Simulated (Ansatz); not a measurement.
ZnInGaO$_{4}$:
```yaml
crystal:
  lattice:
    - [1.65549, 0.95580, 8.58765]
    - [-1.65549, 0.95580, 8.58765]
    - [0.00000, -1.91159, 8.58765]
  atoms:
    - { symbol: Zn, position: [0.21873, 0.21873, 0.21873] }
    - { symbol: In, position: [0.00307, 0.00307, 0.00307] }
    - { symbol: Ga, position: [0.78710, 0.78710, 0.78710] }
    - { symbol: O, position: [0.29520, 0.29520, 0.29520] }
    - { symbol: O, position: [0.71138, 0.71138, 0.71138] }
    - { symbol: O, position: [0.12104, 0.12104, 0.12104] }
    - { symbol: O, position: [0.86348, 0.86348, 0.86348] }
```

Relaxed with r²SCAN. Special points in fractions of this cell's reciprocal vectors: Γ (0.000, 0.000, 0.000); T (0.500, 0.500, 0.500); H2 (0.825, 0.175, 0.500); H0 (0.500, -0.175, 0.175); L (0.500, 0.000, 0.000); S0 (0.337, -0.337, 0.000); S2 (0.663, 0.000, 0.337); F (0.500, 0.000, 0.500).

Task: List the band energies nearest the valence-band maximum at these points for plane-wave PAW r²SCAN (Ansatz code).

Result: In eV from the valence-band maximum; about four levels below and three above (degenerate sets whole), none deeper than 8.9 eV; points with the same levels are listed once.

```json
[
 {"k": "Γ", "below": "-0.87 -0.87 -0.60 0.00 0.00", "above": "1.77 4.96 5.59"},
 {"k": "T", "below": "-0.89 -0.89 0.00 0.00", "above": "3.11 3.42 5.94"},
 {"k": "H2", "below": "-1.61 -1.45 -0.76 -0.46", "above": "7.23 8.47 8.73"},
 {"k": "L", "below": "-1.20 -1.20 -0.59 -0.34", "above": "5.92 6.71 7.31"},
 {"k": "S0", "below": "-1.61 -1.44 -0.76 -0.45", "above": "7.24 8.48 8.74"},
 {"k": "F", "below": "-1.36 -1.24 -0.88 -0.52", "above": "6.05 6.56 7.26"}
]
```

Space group R3m. The cell was relaxed with r²SCAN under the symmetry of its start. Scalar-relativistic: spin–orbit coupling is off unless named, which matters more the heavier the elements.

Potentials: the earlier of the program's two PAW sets. The files were generated under PBE; for other functionals the program regenerates the frozen cores, and for LDA and PBEsol the local potential too.
